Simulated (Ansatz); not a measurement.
This run works on a generated trial structure, not on a known crystal.

Input and command of a plane-wave DFT calculation in Ansatz:

```yaml
crystal:
  lattice:
    - [2.92204033, 0.0, 0.0]
    - [-1.46102016, 2.53056115, 0.0]
    - [0.0, 0.0, 23.86810589]
  atoms:
    - { symbol: Si, position: [0.33333333, 0.66666667, 0.7] }
    - { symbol: Si, position: [0.33333333, 0.66666667, 0.3] }
    - { symbol: Si, position: [0.66666667, 0.33333333, 0.4] }
    - { symbol: Si, position: [0.66666667, 0.33333333, 0.6] }
    - { symbol: Ge, position: [0.33333333, 0.66666667, 0.9] }
    - { symbol: Ge, position: [0.33333333, 0.66666667, 0.1] }
    - { symbol: Ge, position: [0.33333333, 0.66666667, 0.5] }
    - { symbol: Ge, position: [0.66666667, 0.33333333, 0.8] }
    - { symbol: Ge, position: [0.66666667, 0.33333333, 0.0] }
    - { symbol: Ge, position: [0.66666667, 0.33333333, 0.2] }
basis:
  ecutwfc: 420
kpoints:
  mp_grid: { grid: [6, 6, 1] }
hamiltonian:
  xc: pbe
scf:
  occupations: { method: gaussian, width: 0.1 }
  lower_state_search: "off"
output:
  forces: true
  stress: true
  eigenvalues: true
relax:
  adjacent_minimum: "off"
  f_tol: 0.04
  max_steps: 70
  cell: { stress_tol: 0.4 }
```

```bash
ansatz run input.yaml --threads 1 --pin off --max-ram 2560MiB --backend cpu --events-out ev --progress --plain --runs-dir out
```

Processor: Intel(R) Xeon(R) Processor @ 2.70GHz, 1 thread, on a host shared with other jobs.

Q: How long does it run, and how much memory does it take?

A: About 71 s, peak memory 0.44 GiB. It solves 60 bands at 7 k points (after reduction by symmetry) with about 3365 plane waves (on the last cell), in 65 SCF iterations over 9 ionic steps.
